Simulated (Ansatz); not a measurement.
FeNi:
```
CELL_PARAMETERS angstrom
      2.46832     0.00000     0.00000
      0.00000     2.46832     0.00000
      0.00000     0.00000     3.53315
ATOMIC_POSITIONS crystal
  Fe 0.00000 0.00000 0.00000
  Ni 0.50000 0.50000 0.50000
```
The run is spin-polarised; directions of the spins, atom by atom: ↑ ↑.

Relaxed with PBEsol. Special points in fractions of this cell's reciprocal vectors: Γ (0.000, 0.000, 0.000); X (0.000, 0.500, 0.000); M (0.500, 0.500, 0.000); Z (0.000, 0.000, 0.500); R (0.000, 0.500, 0.500); A (0.500, 0.500, 0.500).

Q: List the band energies nearest the Fermi level at these points for the program Ansatz at the PBEsol level (PAW).

A: In eV from the Fermi level; about four levels below and three above (degenerate sets whole), none deeper than 8.9 eV; … stands for higher levels left out; points with the same levels are listed once.

```
k                            below                above
---  -----------------------------  -------------------
Γ ↑        -1.35 -0.56 -0.32 -0.32               2.16 …
X ↑        -1.97 -1.82 -1.46 -1.30          0.86 1.58 …
M ↑        -0.62 -0.57 -0.35 -0.35       0.15 2.48 2.48
Z ↑        -1.57 -1.57 -1.00 -0.92                    …
R ↑        -0.51 -0.48 -0.39 -0.38                    …
A ↑  -3.19 -3.19 -1.65 -1.54 -0.62       0.16 7.94 7.94
Γ ↓        -1.41 -1.41 -1.07 -0.42       0.30 1.78 1.78
X ↓        -1.64 -1.24 -1.12 -0.76       0.77 1.29 1.65
M ↓        -4.35 -4.16 -3.54 -3.54  0.40 0.69 1.49 1.49
Z ↓        -1.49 -0.98 -0.98 -0.36       0.14 0.92 0.92
R ↓        -1.32 -0.71 -0.46 -0.21       0.60 1.46 1.73
A ↓  -2.63 -2.63 -1.68 -1.68 -0.83       0.40 1.20 2.59
```

Space group P4/mmm (L1₀ or tetragonal B2). The workflow started from a Materials Project entry (that database holds measured and hypothetical structures alike); the Crystallography Open Database files this formula in space group No. 123, but the cells were not matched. Its standing as an ambient phase is unchecked. The PBEsol relaxation kept the symmetry of its start; its stability against distortions is not shown here. Spin order of the final state: ferromagnetic, chosen from 5 collinear starts compared on coarse meshes (ties went to the first, and starts can fall back to one state), not a proven ground state.

Potentials: the earlier of the program's two PAW sets. The files were generated under PBE; for other functionals the program regenerates the frozen cores, and for LDA and PBEsol the local potential too.
